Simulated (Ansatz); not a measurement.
CoMo:
```cif
data_CoMo
_chemical_formula_sum 'Co1 Mo1'
_space_group_name_H-M_alt 'P4/mmm'
_space_group_IT_number 123
_space_group_name_Hall '-P 4 2'
_cell_length_a 2.61260
_cell_length_b 2.61260
_cell_length_c 3.65840
_cell_angle_alpha 90.000
_cell_angle_beta 90.000
_cell_angle_gamma 90.000
loop_
_atom_site_label
_atom_site_type_symbol
_atom_site_symmetry_multiplicity
_atom_site_Wyckoff_symbol
_atom_site_fract_x
_atom_site_fract_y
_atom_site_fract_z
_atom_site_occupancy
Co1 Co 1 a 0.00000 0.00000 0.00000 1
Mo1 Mo 1 d 0.50000 0.50000 0.50000 1
```

Relaxed with PBEsol (plane waves, PAW; program Ansatz). Indices refer to the conventional cell of P4/mmm, a = b = 2.613 Å, c = 3.658 Å, α = β = γ = 90.00°.

Q: Simulate the powder diffraction pattern (Cu Kα, λ = 1.54184 Å; lines above 1 %) up to 2θ = 90°.

A: Simulated powder pattern, Cu Kα, λ = 1.54184 Å (kinematic, ideal powder, no thermal factors, no anomalous dispersion; the 30 strongest lines at most, above 1 %, up to 2θ = 90°):

```tsv
2θ (°)	d (Å)	I/Imax (%)	hkl
24.33	3.658	5.6	(001)
34.32	2.613	4.6	(100)
42.52	2.126	100	(101)
49.33	1.847	32	(110)
49.85	1.829	15	(002)
55.74	1.649	2.3	(111)
61.93	1.498	1.8	(102)
72.34	1.306	9.6	(200)
72.75	1.300	19	(112)
77.61	1.230	1.0	(201)
87.68	1.113	23	(211)
88.48	1.105	11	(103)
```

The start of the workflow was typed in or built on a structure type; neither database checked (COD, Materials Project) lists it. Whether it is the stable phase at ambient conditions was not checked. Symmetry was held in the PBEsol relaxation; its stability against distortions is not shown here. The workflow began spin-polarised and lost its moments. Axis ratios of metals converge slowly with the k-mesh, so a and c are less sure than the volume.

Potentials: the later of the program's two PAW sets.
